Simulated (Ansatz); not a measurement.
**MgPd: zone-centre modes under pressure**

MgPd, Pm-3m, a = 3.103 Å. The structure is a COD entry; whether it is the stable form wasn't checked. Ansatz: LDA, PAW, 420 eV, Γ-centred 14×14×14 mesh on 2 atoms, Fermi-Dirac smearing 0.15 eV; no spin polarisation. Cell and atoms are relaxed at each pressure with the symmetry kept; optical modes at Γ by linear response, in cm⁻¹, the highest.

| P (GPa) | V (Å³/atom) | ω1 |
| --- | --- | --- |
| 0 | 14.940 | 256.0 |
| 3 | 14.578 | ? |
| 10 | 13.888 | 292.2 |

**Question.** Get the mode's Grüneisen parameter γ = −d ln ω/d ln V from the other rows and predict the missing frequency.

**Answer.** ln(V/V0) = 0.0000, -0.0245, -0.0730; a line through ln(ω/ω0) of the 2 known rows gives ω1: γ = 1.812, predicted 267.6, computed 268.0. The miss is 0.1 %, or 3 % of the shift under pressure, so a constant γ serves at that level. In a metal these frequencies hang on the mesh and smearing.